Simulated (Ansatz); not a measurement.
The relaxed structure here is a generated cell of B: the first start was made by placing the elements on the sites of a structure type, and the end was not matched to a known phase here, so it may be hypothetical.

A relaxed cell of B (Cmmm (No. 65)), relaxed on a k-mesh at least as fine as the one used below. Method: r2SCAN (plane waves to 500 eV, PAW, scalar-relativistic; Ansatz, an electronic-structure program). Γ-centred k-mesh 10×19×15 on the run's cell (coarser than for final values), Fermi–Dirac smearing 0.05 eV.

```
CELL_PARAMETERS angstrom
      2.08427    -2.92539     0.00000
      1.04213     1.46270     0.00000
      0.00000     0.00000     2.16393
ATOMIC_POSITIONS crystal
  B  0.00000 0.00000 0.50000
  B  0.50000 0.00000 0.50000
```

The atoms are displaced along an unstable phonon of this cell by (Å):

```
atom      ux      uy     uz
----  ------  ------  -----
B1    -0.131  -0.073  0.000
B2     0.131   0.073  0.000
```

Q: What forces (eV/Å) and pressure result?

A: 
| atom | Fx | Fy | Fz |
|---|---|---|---|
| B1 | -0.06 | -0.20 | 0.00 |
| B2 | 0.06 | 0.20 | 0.00 |

Pressure +1.6 GPa.

Q: Estimate the energy cost of the displacement in the harmonic approximation and compare with the calculation.

A: For a harmonic well ΔE = −½ Σ F·u = -0.023 eV a cell, or -12 meV/atom. The calculated energy relative to the undisplaced cell is -0.04 eV/atom, so anharmonic terms matter at this amplitude.

The undisplaced cell is probably no minimum: from this displacement the run went on to Cmmm (No. 65), 0.38 eV/atom below it.

No spin polarisation in the result. The relaxed primitive cell holds an odd number of electrons. A magnetic state may lie lower.
